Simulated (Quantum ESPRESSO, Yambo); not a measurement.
A free-standing SnS2 bilayer (symmetry P-3m1, slab cell 27.3 Å high): one geometry, one set of PBE (stringent potentials; Quantum ESPRESSO, PseudoDojo norm-conserving, 102 Ry, scalar-relativistic) orbitals, self-energies from Yambo (6×6×1 Γ-centred k mesh, bands 9 to 221 and a 6 Ry block in the screening, 221 bands in G with the Bruneval-Gonze terminator, plasmon pole fitted at 27.2 eV, slab-truncated Coulomb interaction, stochastic integration of W near q = 0).

```
level                                                     gap (0, 0.167) → M (eV)  direct gap at M (eV)
--------------------------------------------------------  -----------------------  --------------------
PBE (Quantum ESPRESSO)                                                       1.52                  1.74
exchange only (Hartree-Fock self-energy on PBE orbitals)                     7.43                  7.78
G0W0@PBE, plasmon pole                                                 (withheld)            (withheld)
```

What belongs in the gaps?


- G0W0@PBE, plasmon pole, gap (0, 0.167) → M (eV): 2.68
- G0W0@PBE, plasmon pole, direct gap at M (eV): 2.93

Bare exchange has no screening and gives the widest gap.

Convergence of the G0W0 settings was not tested.

Spin-orbit coupling is not included.

Geometry relaxed with PBE+D3(BJ); primitive cell a = b = 3.6690 Å, c = 27.3000 Å, α = β = 90.00°, γ = 120.00°.
